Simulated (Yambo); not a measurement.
Material: a free-standing CdClOH monolayer (symmetry P3m1, slab cell 16.5 Å high) under biaxial strain of -3 % in the plane; a = b = 3.537 Å, c = 16.500 Å, α = β = 90.00°, γ = 120.00° (4 atoms in the cell). The PBEsol cell relaxed from Materials Project entry mp-644222 was given a biaxial strain of -3 % in the plane, and the atoms were relaxed again, with the Coulomb interaction truncated along z.

With PBEsol (Quantum ESPRESSO, PseudoDojo norm-conserving, 102 Ry, scalar-relativistic), the gap between the mesh's edge points (Γ → Γ) is 2.269 eV.

Question: Estimate the G0W0 gap between the same points from Yambo (6×6×1 Γ-centred k mesh, bands 5 to 100 and a 6 Ry block in the screening, 100 bands in G with the Bruneval-Gonze terminator, plasmon pole fitted at 27.2 eV, slab-truncated Coulomb interaction, stochastic integration of W near q = 0).

Answer: The correction is 2.688 eV, giving 4.957 eV, 2.2 times the PBEsol value.  Convergence of the G0W0 settings was not tested. Spin-orbit splittings are left out.

This is a model layer cut from the bulk structure; whether it is stable on its own was not checked.
